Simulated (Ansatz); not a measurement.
## TaO2 (P4_2/mnm), two-dimensional strain map

Method: DFT r2SCAN, scalar-relativistic, plane waves, PAW (Ansatz 0.2.0). Settings: plane waves to 500 eV, k-mesh 10×10×16 (Γ-centred), Gaussian smearing 0.15 eV. Spin–orbit coupling is left out, which can shift energies with elements as heavy as these. No spin polarisation. Energies are free energies at this smearing, counted from the undisturbed cell; pressure is positive in compression.

The starting cell (relaxed at this level; it needn't be the usual structure):

```xyz
6
Lattice="4.9685 0.0000 0.0000 0.0000 4.9685 0.0000 0.0000 0.0000 2.8457" Properties=species:S:1:pos:R:3 pbc="T T T"
Ta    0.0000    0.0000    1.4229
Ta    2.4842    2.4842    0.0000
O     3.5553    1.4132    1.4229
O     1.4132    3.5553    1.4229
O     1.0711    1.0711    0.0000
O     3.8974    3.8974    0.0000
```

The cell is strained by p along both x and y and by q along z, fractional coordinates fixed. Points are written (p, q).

Energy above the undisturbed cell in meV/atom (a dash: not computed):

```
 p \ q  -0.030  -0.015  0.000  0.015  0.030
-0.030    92.2    65.1   47.5   38.2   36.4
-0.015    41.9       –   11.2      –   13.2
 0.000    18.2     4.6    0.0      –   13.7
 0.030    39.6       –   42.2      –   75.3
```

Pressure in GPa:

| p \ q | -0.030 | -0.015 | 0.000 | 0.015 | 0.030 |
| --- | --- | --- | --- | --- | --- |
| -0.030 | 31.3 | 25.3 | 19.9 | 14.9 | 10.4 |
| -0.015 | 19.4 | – | 9.2 | – | 0.8 |
| 0.000 | 9.2 | 4.4 | 0.0 | – | -7.5 |
| 0.030 | -7.3 | – | -14.6 | – | -20.5 |